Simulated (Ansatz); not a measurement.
# What DFT gives for TiNbP

```yaml
crystal:
  lattice:
    - [6.53300, 0.00000, 0.00000]
    - [-3.26650, 5.65775, 0.00000]
    - [0.00000, 0.00000, 3.35807]
  atoms:
    - { symbol: Nb, position: [0.25360, 0.00000, 0.00000] }
    - { symbol: Nb, position: [0.74640, 0.74640, 0.00000] }
    - { symbol: Nb, position: [0.00000, 0.25360, 0.00000] }
    - { symbol: P, position: [0.33330, 0.66670, 0.00000] }
    - { symbol: P, position: [0.66670, 0.33330, 0.00000] }
    - { symbol: Ti, position: [0.59370, 0.00000, 0.50000] }
    - { symbol: Ti, position: [0.40630, 0.40630, 0.50000] }
    - { symbol: Ti, position: [0.00000, 0.59370, 0.50000] }
    - { symbol: P, position: [0.00000, 0.00000, 0.50000] }
```

Method: r2SCAN, no spin polarisation; PAW, plane waves to 500 eV, 6×6×10 Γ-centred mesh, fermi-dirac occupations (width 0.1 eV) (Ansatz 0.2.0), atoms fixed.

What does the stress say?

The pressure is 27.9 GPa (compression positive), so with the atoms held at these fractions the cell would first expand; the forces are large, so a full relaxation may end otherwise. The principal stresses 22.7, 30.4, 30.4 GPa differ, so its shape would change too.

What is the formation energy?

-0.80 eV an atom against the elements' usual phases (free molecules for gases, crystals otherwise, with no correction for O₂ or N₂), so it is bound against them; other compounds may still compete. Relaxing would lower it.

Is there a gap?

It is a metal, with about 8.6 states/eV a cell as the mean within 0.25 eV of the Fermi level, mostly Nb d (50 %) and Ti d (37 %).

Which atom feels the largest force, and which way?

The largest is on Nb1 (and as large on other atoms): 1.68 eV/Å, components (1.68, 0.00, 0.00). It makes 135° with the line to a nearest neighbour, P9 at 2.36 Å, pointing away from it.

Origin: a known structure type with other elements, at an estimated volume, so it need not be a known compound. Caveats: many states at the Fermi level without spin polarisation, so a magnetic state may lie lower; atoms or cell far from equilibrium.
